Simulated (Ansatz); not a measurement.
# ScPt3 (Cu3Au type): energy against volume

ScPt₃ (Cu3Au type)

```
CELL_PARAMETERS angstrom
      3.97826     0.00000     0.00000
      0.00000     3.97826     0.00000
      0.00000     0.00000     3.97826
ATOMIC_POSITIONS crystal
  Sc 0.00000 0.00000 0.00000
  Pt 0.50000 0.50000 0.00000
  Pt 0.00000 0.50000 0.50000
  Pt 0.50000 0.00000 0.50000
```

Equation-of-state scan: isotropic scaling of the cell above, V₀ being its volume. Symmetry pins the atoms to their sites.

Method: r2SCAN (plane waves to 500 eV, PAW, scalar-relativistic; Ansatz, an electronic-structure program). k mesh 12×12×12 (Γ-centred), Fermi-Dirac smearing 0.05 eV. E stands for the smeared free energy. Stress and pressure are positive under compression. ScPt3 is run without spin polarisation. ScPt3 was relaxed with its symmetry unable to fall. Spin-orbit coupling is left out, though Pt is heavy. ΔE is measured from the relaxed starting cell.

```json
[
 {"V (Å³/atom)": "14.166", "ΔE (meV/atom)": "132", "P (GPa)": "29.9"},
 {"V (Å³/atom)": "14.481", "ΔE (meV/atom)": "81", "P (GPa)": "22.4"},
 {"V (Å³/atom)": "14.796", "ΔE (meV/atom)": "44", "P (GPa)": "15.8"},
 {"V (Å³/atom)": "15.111", "ΔE (meV/atom)": "19", "P (GPa)": "9.9"},
 {"V (Å³/atom)": "15.426", "ΔE (meV/atom)": "4", "P (GPa)": "4.6"},
 {"V (Å³/atom)": "15.740", "ΔE (meV/atom)": "0", "P (GPa)": "0.0"},
 {"V (Å³/atom)": "16.055", "ΔE (meV/atom)": "4", "P (GPa)": "-4.1"},
 {"V (Å³/atom)": "16.370", "ΔE (meV/atom)": "16", "P (GPa)": "-7.7"},
 {"V (Å³/atom)": "16.685", "ΔE (meV/atom)": "34", "P (GPa)": "-11.0"},
 {"V (Å³/atom)": "17.000", "ΔE (meV/atom)": "59", "P (GPa)": "-13.8"},
 {"V (Å³/atom)": "17.315", "ΔE (meV/atom)": "88", "P (GPa)": "-16.3"}
]
```

Summary:

```
Quantity                                                   Value
-------------------------------------------------  -------------
Pressure at the smallest volume                         29.9 GPa
Energy cost of the largest compression              132 meV/atom
Energy cost of the largest expansion                 88 meV/atom
Bulk modulus B₀ (third-order Birch-Murnaghan fit)        218 GPa
Pressure derivative B₀′ (fit)                                5.0
Equilibrium volume of the fit                      15.74 Å³/atom
Pressure for 5 % compression (fit)                      12.7 GPa
```

(A scan under strain: stresses follow from slopes of the energy per volume, elastic moduli from its curvatures.)
